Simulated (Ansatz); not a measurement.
Input, command and steps of an Ansatz relaxation.

```yaml
crystal:
  lattice:
    - [0.0, 3.3550603455, 3.3550603455]
    - [3.3550603455, 0.0, 3.3550603455]
    - [3.3550603455, 3.3550603455, 0.0]
  atoms:
    - { symbol: Ir, position: [0.625, 0.625, 0.625], spin: 0.79 }
    - { symbol: Ir, position: [0.125, 0.625, 0.625], spin: 0.79 }
    - { symbol: Ir, position: [0.625, 0.625, 0.125], spin: 0.79 }
    - { symbol: Ir, position: [0.625, 0.125, 0.625], spin: 0.79 }
    - { symbol: F, position: [0.0, 0.0, 0.0], spin: 0.17 }
    - { symbol: F, position: [0.25, 0.25, 0.25], spin: 0.17 }
basis:
  ecutwfc: 420
kpoints:
  mp_grid: { grid: [4, 4, 4] }
hamiltonian:
  xc: pbe
scf:
  occupations: { method: gaussian, width: 0.1 }
  lower_state_search: "off"
output:
  forces: true
  stress: true
  eigenvalues: true
  populations: true
magnetization:
  spin_polarized: true
relax:
  adjacent_minimum: "off"
  f_tol: 0.04
  max_steps: 70
  cell: { stress_tol: 0.4 }
```

```bash
ansatz run input.yaml --threads 1 --pin off --max-ram 2560MiB --backend cpu --events-out ev --progress --plain --runs-dir out
```

Theory: DFT PBE, scalar-relativistic, plane waves, PAW in Ansatz 0.2.0.

Of 9 frames 9 are shown, positions in Å and forces in eV/Å; the SCF threshold varies from step to step. Steps run on the plane waves of an earlier cell, with a Pulay correction in the pressure. The basis is chosen afresh for the last frame, the zero of the energies, and at times for earlier ones too; energy and pressure step there, also at an unchanged geometry. Here that happened at step 6 (-30 meV/atom, 2.9 GPa); the frames before carry an error of that size.

```xyz
6
Lattice="0.0000 3.3551 3.3551 3.3551 0.0000 3.3551 3.3551 3.3551 0.0000" Properties=species:S:1:pos:R:3:forces:R:3 pbc="T T T" step=1 free_energy_over_end_meV_per_atom=687.64 pressure_GPa=77.62
Ir    4.1938    4.1938    4.1938    0.0000    0.0000    0.0000
Ir    4.1938    2.5163    2.5163    0.0000    0.0000    0.0000
Ir    2.5163    2.5163    4.1938    0.0000    0.0000    0.0000
Ir    2.5163    4.1938    2.5163    0.0000    0.0000    0.0000
F     0.0000    0.0000    0.0000    0.0000    0.0000    0.0000
F     1.6775    1.6775    1.6775    0.0000    0.0000    0.0000
6
Lattice="0.0000 3.5186 3.5186 3.5186 0.0000 3.5186 3.5186 3.5186 0.0000" Properties=species:S:1:pos:R:3:forces:R:3 pbc="T T T" step=2 free_energy_over_end_meV_per_atom=126.52 pressure_GPa=22.81
Ir    4.3983    4.3983    4.3983    0.0000    0.0000    0.0000
Ir    4.3983    2.6390    2.6390    0.0000    0.0000    0.0000
Ir    2.6390    2.6390    4.3983    0.0000    0.0000    0.0000
Ir    2.6390    4.3983    2.6390    0.0000    0.0000    0.0000
F     0.0000    0.0000    0.0000    0.0000    0.0000    0.0000
F     1.7593    1.7593    1.7593    0.0000    0.0000    0.0000
6
Lattice="0.0000 3.5967 3.5967 3.5967 0.0000 3.5967 3.5967 3.5967 0.0000" Properties=species:S:1:pos:R:3:forces:R:3 pbc="T T T" step=3 free_energy_over_end_meV_per_atom=40.73 pressure_GPa=6.36
Ir    4.4959    4.4959    4.4959    0.0000    0.0000    0.0000
Ir    4.4959    2.6975    2.6975    0.0000    0.0000    0.0000
Ir    2.6975    2.6975    4.4959    0.0000    0.0000    0.0000
Ir    2.6975    4.4959    2.6975    0.0000    0.0000    0.0000
F     0.0000    0.0000    0.0000    0.0000    0.0000    0.0000
F     1.7984    1.7984    1.7984    0.0000    0.0000    0.0000
6
Lattice="0.0000 3.6288 3.6288 3.6288 0.0000 3.6288 3.6288 3.6288 0.0000" Properties=species:S:1:pos:R:3:forces:R:3 pbc="T T T" step=4 free_energy_over_end_meV_per_atom=32.66 pressure_GPa=0.54
Ir    4.5361    4.5361    4.5361    0.0000    0.0000    0.0000
Ir    4.5361    2.7216    2.7216    0.0000    0.0000    0.0000
Ir    2.7216    2.7216    4.5361    0.0000    0.0000    0.0000
Ir    2.7216    4.5361    2.7216    0.0000    0.0000    0.0000
F     0.0000    0.0000    0.0000    0.0000    0.0000    0.0000
F     1.8144    1.8144    1.8144    0.0000    0.0000    0.0000
6
Lattice="0.0000 3.6319 3.6319 3.6319 0.0000 3.6319 3.6319 3.6319 0.0000" Properties=species:S:1:pos:R:3:forces:R:3 pbc="T T T" step=5 free_energy_over_end_meV_per_atom=32.67 pressure_GPa=0.02
Ir    4.5398    4.5398    4.5398    0.0000    0.0000    0.0000
Ir    4.5398    2.7239    2.7239    0.0000    0.0000    0.0000
Ir    2.7239    2.7239    4.5398    0.0000    0.0000    0.0000
Ir    2.7239    4.5398    2.7239    0.0000    0.0000    0.0000
F     0.0000    0.0000    0.0000    0.0000    0.0000    0.0000
F     1.8159    1.8159    1.8159    0.0000    0.0000    0.0000
6
Lattice="0.0000 3.6319 3.6319 3.6319 0.0000 3.6319 3.6319 3.6319 0.0000" Properties=species:S:1:pos:R:3:forces:R:3 pbc="T T T" step=6 free_energy_over_end_meV_per_atom=2.42 pressure_GPa=2.94
Ir    4.5398    4.5398    4.5398    0.0000    0.0000    0.0000
Ir    4.5398    2.7239    2.7239    0.0000    0.0000    0.0000
Ir    2.7239    2.7239    4.5398    0.0000    0.0000    0.0000
Ir    2.7239    4.5398    2.7239    0.0000    0.0000    0.0000
F     0.0000    0.0000    0.0000    0.0000    0.0000    0.0000
F     1.8159    1.8159    1.8159    0.0000    0.0000    0.0000
6
Lattice="0.0000 3.6491 3.6491 3.6491 0.0000 3.6491 3.6491 3.6491 0.0000" Properties=species:S:1:pos:R:3:forces:R:3 pbc="T T T" step=7 free_energy_over_end_meV_per_atom=0.53 pressure_GPa=0.44
Ir    4.5614    4.5614    4.5614    0.0000    0.0000    0.0000
Ir    4.5614    2.7368    2.7368    0.0000    0.0000    0.0000
Ir    2.7368    2.7368    4.5614    0.0000    0.0000    0.0000
Ir    2.7368    4.5614    2.7368    0.0000    0.0000    0.0000
F     0.0000    0.0000    0.0000    0.0000    0.0000    0.0000
F     1.8246    1.8246    1.8246    0.0000    0.0000    0.0000
6
Lattice="0.0000 3.6522 3.6522 3.6522 0.0000 3.6522 3.6522 3.6522 0.0000" Properties=species:S:1:pos:R:3:forces:R:3 pbc="T T T" step=8 free_energy_over_end_meV_per_atom=0.56 pressure_GPa=0.01
Ir    4.5652    4.5652    4.5652    0.0000    0.0000    0.0000
Ir    4.5652    2.7391    2.7391    0.0000    0.0000    0.0000
Ir    2.7391    2.7391    4.5652    0.0000    0.0000    0.0000
Ir    2.7391    4.5652    2.7391    0.0000    0.0000    0.0000
F     0.0000    0.0000    0.0000    0.0000    0.0000    0.0000
F     1.8261    1.8261    1.8261    0.0000    0.0000    0.0000
6
Lattice="0.0000 3.6522 3.6522 3.6522 0.0000 3.6522 3.6522 3.6522 0.0000" Properties=species:S:1:pos:R:3:forces:R:3 pbc="T T T" step=9 free_energy_over_end_meV_per_atom=0.00 pressure_GPa=0.01
Ir    4.5652    4.5652    4.5652    0.0000    0.0000    0.0000
Ir    4.5652    2.7391    2.7391    0.0000    0.0000    0.0000
Ir    2.7391    2.7391    4.5652    0.0000    0.0000    0.0000
Ir    2.7391    4.5652    2.7391    0.0000    0.0000    0.0000
F     0.0000    0.0000    0.0000    0.0000    0.0000    0.0000
F     1.8261    1.8261    1.8261    0.0000    0.0000    0.0000
```

The start puts this composition into another compound's structure type, which needn't suit it. At the end the space group is Fd-3m (tolerance 0.05 Å).

The run took 44 s on 1 thread of Arm Neoverse V2 (shared host), peak memory 0.38 GiB.

The k mesh is coarse. Spin-orbit coupling is left out, which matters for the bands of heavy elements.